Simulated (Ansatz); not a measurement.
# BaMg2Sb2 under pressure: fit and missing row

BaMg2Sb2, P-3m1, a = 4.791 Å, c = 8.191 Å. The structure is a COD entry; whether it is the stable form wasn't checked. Ansatz: r2SCAN, PAW, 500 eV, Γ-centred 6×6×4 mesh on 5 atoms, Gaussian smearing 0.02 eV; no spin polarisation. Cell and atoms are relaxed at each pressure, and no other structure is tried, so the rows at high pressure may lie past a change of phase.

```tsv
V (Å³/atom)	P (GPa)
?	60.02
22.722	30.00
25.799	14.97
28.085	7.98
30.488	2.99
32.560	0.00
35.703	-3.00
```

Problem. Take V0 = 32.560 Å³/atom, fit the third-order Birch–Murnaghan form to the other rows, and predict the missing volume.

Solution. With the Eulerian strain f = ½[(V0/V)^(2/3) − 1] and y = P/[3f(1 + 2f)^(5/2)], the form is the line y = B0 + 1.5 B0 (B0′ − 4) f. Rows (f, y): 0.13552, 40.5; 0.08393, 40.3; 0.05179, 40.1; 0.02240, 39.9; -0.02979, 39.1. Means f = 0.05277, y = 39.980; Σ(Δf)² = 0.01556, ΣΔfΔy = 0.1280; the slope is their ratio. y = 39.55 + 8.225 f GPa, so B0 = 39.5 GPa and B0′ = 4 + 2 × (8.225)/(3 × 39.55) = 4.14. P = 60.02 GPa is met at f = 0.20529 (y = 41.24), so V = V0 (1 + 2f)^(−3/2) = 19.435 Å³/atom. The run gave 19.335 Å³/atom, so the fit is 0.100 Å³/atom too high, 0.61 % of the span of the series, against an rms of 0.013 Å³/atom on the fitted rows. The row lies outside the fitted range. The points of y bend away from a line: a fourth-order term fitted to them gives P = 59.79 GPa at this row's volume (the line 61.28, the run 60.02).